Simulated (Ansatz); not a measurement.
The calculation used Ansatz 0.2.0, DFT, r2SCAN, plane waves (500 eV) with PAW, scalar-relativistic. (PAW data from PBE, frozen cores regenerated.)

An element in the hcp structure gives this curve. The cell is scaled uniformly from the relaxed one, with fractional coordinates and shape fixed. Energies are extrapolated to zero smearing, pressures are those at the given smearing. Magnetic state: spin not included.

```tsv
V (Å³/atom)	E − E₀ (meV/atom)	P (GPa)
23.753	77.1	8.91
24.833	30.7	5.20
25.912	6.6	2.28
26.992	0.0	-0.01
28.072	7.1	-1.82
29.151	24.9	-3.24
30.231	51.1	-4.37
```

Q: Which element is it?
A. bismuth
B. tin
C. lead
D. thallium

A: B. Its fit is V₀ = 26.93 Å³/atom, B₀ = 51 GPa, B₀′ = 5.1.
